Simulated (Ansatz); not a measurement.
Given:

Starting cell, MoS$_{2}$ (3R-MoS2 type, space group R3m):

```
MoS2
1.0
    1.58761     0.91661     6.19494
   -1.58761     0.91661     6.19494
    0.00000    -1.83321     6.19494
Mo S
1 2
Direct
  0.00000   0.00000   0.00000
  0.75030   0.75030   0.75030
  0.58300   0.58300   0.58300
```

Scan: atom 1 (Mo, nearest neighbour S at 2.403 Å; its periodic images, 3.2 Å or more away, move with it) is displaced along Cartesian z, direction (0.000, 0.000, 1.000) in Cartesian axes, by s. The other atoms stay.

The numbers are results of r2SCAN+rVV10 (plane waves to 500 eV, PAW, scalar-relativistic; Ansatz, a first-principles code), not measurements. k mesh 10×10×10 (Γ-centred), Fermi-Dirac smearing 0.05 eV. The energy includes the smearing's −TS. As the smearing reaches across the gap at some points, energies and forces of such displacements shift with the k mesh and the smearing. MoS2 is run without spin polarisation. MoS2 was relaxed with its symmetry unable to fall. This is one of several known forms of MoS2; the measured ambient cells at hand have space group No. 194. The zero of ΔE is the undisplaced structure.

The scan covers s from -0.720 to 0.720 Å in 11 points.

Q: What force acts on the atom along the line at s = -0.720 Å?

A: 12.0 eV/Å.

Q: What is the energy change at s = 0.720 Å?

A: 5513 meV/cell.

Q: What is the force constant k = d²E/ds² of this move at s = 0?

A: 31.7 eV/Å².

(For displaced atoms, the force is minus the slope of the energy, and its curvature is a force constant, which sets phonon frequencies.)
